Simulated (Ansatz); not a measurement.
According to PBEsol in the plane-wave PAW code Ansatz, W in the diamond structure (Fd-3m) relaxes to a = 5.756 Å. W has 4 nearest neighbours from 2.49 Å (tetrahedral).

Electronic character: metallic (no gap). Gap from PBEsol with spin–orbit coupling: none (metallic).

An equation-of-state fit gives a bulk modulus of 130 GPa. The relaxed-ion elastic constants in GPa are C11 = 111, C12 = 140, C44 = -90.5. The highest mode at Γ lies at 154 cm⁻¹.

The start of the workflow was typed in or built on a structure type; neither database checked (COD, Materials Project) lists it. It is not the phase usual at ambient conditions (space group No. 229). The PBEsol relaxation kept the symmetry of its start. At this level the phase is mechanically unstable. The run is not spin-polarised. As this level gives no gap, shear constants depend on the k-mesh and smearing (Fermi–Dirac, 0.1 eV here). As this level gives no gap, phonon frequencies hold no LO–TO term and depend on the k-mesh and smearing (Fermi–Dirac, 0.1 eV here). Scalar-relativistic: spin–orbit coupling is off unless named, which matters more the heavier the elements.

Potentials: the later of the program's two PAW sets.
